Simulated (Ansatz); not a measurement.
SiC:
```cif
data_C4Si4
_chemical_formula_sum 'Si4 C4'
_space_group_name_H-M_alt 'F-43m'
_space_group_IT_number 216
_space_group_name_Hall 'F -4 2 3'
_cell_length_a 4.32901
_cell_length_b 4.32901
_cell_length_c 4.32901
_cell_angle_alpha 90.000
_cell_angle_beta 90.000
_cell_angle_gamma 90.000
loop_
_atom_site_label
_atom_site_type_symbol
_atom_site_symmetry_multiplicity
_atom_site_Wyckoff_symbol
_atom_site_fract_x
_atom_site_fract_y
_atom_site_fract_z
_atom_site_occupancy
Si1 Si 4 c 0.25000 0.25000 0.25000 1
C1 C 4 a 0.00000 0.00000 0.00000 1
```
(The calculation used a cell of 2 atoms; values per cell refer to that cell.)

Relaxed with LDA.

Problem. Decompose the optical modes at the zone centre into irreducible representations, and say which are infrared and Raman allowed.

Solution. Point group -43m: Γ_opt = T2. Infrared: T2. Raman: T2.

Problem. Assign frequencies (DFPT, the program Ansatz at the LDA level (PAW); without the LO–TO term).

Solution. T2 798 cm⁻¹.

Symmetry was held in the LDA relaxation; phonons on a q-mesh show no instability.

Potentials: the earlier of the program's two PAW sets.
